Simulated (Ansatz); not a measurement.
System: InSb (zinc blende type), 2 atoms in the cell.

The calculation used PBE with spin–orbit coupling, all-electron LAPW, point nucleus in Ansatz 0.2.0 development build.

k-mesh 6×6×6 Γ-centred; Fermi–Dirac smearing of 0.02 eV.

```
In Sb
1.0
     0.00000    3.32000    3.32000
     3.32000    0.00000    3.32000
     3.32000    3.32000    0.00000
In Sb
1 1
Cartesian
  0.0000 0.0000 0.0000
  1.6600 1.6600 1.6600
```

Task: Is the cell under compression or tension, and by how much?

Result: The pressure is -0.02 GPa, close to zero.

The k-mesh is modest, so these values aren't fully converged in k.
